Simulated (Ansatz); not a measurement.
Relaxed-ion elastic tensor of HgTe (zinc blende, space group No. 216) in GPa (Voigt order), r²SCAN (plane waves, PAW; program Ansatz); density 7.68 g/cm³, 35.50 Å³ per atom.

```csv
,1,2,3,4,5,6
1,50.4,34.9,34.9,0.0,0.0,0.0
2,34.9,50.4,34.9,0.0,0.0,0.0
3,34.9,34.9,50.4,0.0,0.0,0.0
4,0.0,0.0,0.0,20.4,0.0,0.0
5,0.0,0.0,0.0,0.0,20.4,0.0
6,0.0,0.0,0.0,0.0,0.0,20.4
```

### Question
Is the crystal mechanically stable?

### Answer
Yes: the smallest eigenvalue of C is 15.4 GPa.

### Question
Work out the Voigt, Reuss and Hill averages.

### Answer
K_V = 40.1, K_R = 40.1, K_H = 40.1; G_V = 15.3, G_R = 12.3, G_H = 13.8 GPa.

### Question
Give Young's modulus, Poisson's ratio, Pugh's ratio and the universal anisotropy index.

### Answer
E = 9KG/(3K + G) = 37.2 GPa; ν = 0.35; K/G = 2.90 (ductile by the Pugh limit of 1.75); A_U = 5G_V/G_R + K_V/K_R − 6 = 1.23.

### Question
Estimate the sound speeds and the Debye temperature.

### Answer
v_l = √((K + 4G/3)/ρ) = 2760 m/s, v_t = √(G/ρ) = 1340 m/s, mean 1510 m/s; Θ = (h/k)(3n/4πV)^(1/3) v_m = 137 K.

### Question
Give the Zener ratio and Young's modulus along [100], [110] and [111].

### Answer
A = 2C44/(C11 − C12) = 2.65; 1/E = S11 − 2(S11 − S12 − S44/2)Γ with Γ = 0, 1/4, 1/3 gives 21.8, 38.7, 52.4 GPa.

Space group F-43m (zinc blende). The r²SCAN relaxation kept the symmetry of its start; of distortions, only those at the zone centre were tested. As this level gives no gap, shear constants depend on the k-mesh and smearing (Fermi–Dirac, 0.1 eV here). Spin–orbit coupling is left out wherever it is not named.

Potentials: the later of the program's two PAW sets.
